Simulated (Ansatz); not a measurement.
KAu₅ in space group P6/mmm (No. 191; Au on 3g, Au on 2c, K on 1a) at seven volumes, PBEsol in the plane-wave PAW code Ansatz, shape and atoms relaxed at each. One row is withheld.

| V (Å³/atom) | P (GPa) |
|---|---|
| 18.915 | ? |
| 19.538 | 7.13 |
| 20.162 | 3.21 |
| 20.786 | 0.00 |
| 21.409 | -2.58 |
| 22.033 | -4.66 |
| 22.656 | -6.28 |

Problem. Fit the shown pressures and predict the withheld one.

Solution. Third-order Birch–Murnaghan: P = (3/2)B₀(x^(7/2) − x^(5/2))[1 + (3/4)(B′ − 4)(x − 1)] with x = (V₀/V)^(2/3). Least squares on the six rows gives V₀ = 20.786 Å³/atom, B₀ = 95.40 GPa, B′ = 6.16. At V = 18.915, x = 1.0649 and P = 12.01 GPa. The run itself gave 11.95 GPa.

The workflow started from an entry of the Crystallography Open Database (COD). Whether it is the stable phase at ambient conditions was not checked. Symmetry was held in the PBEsol relaxation; whether a distortion lowers the energy is not shown. Spin–orbit coupling is left out wherever it is not named.

Potentials: the later of the program's two PAW sets.
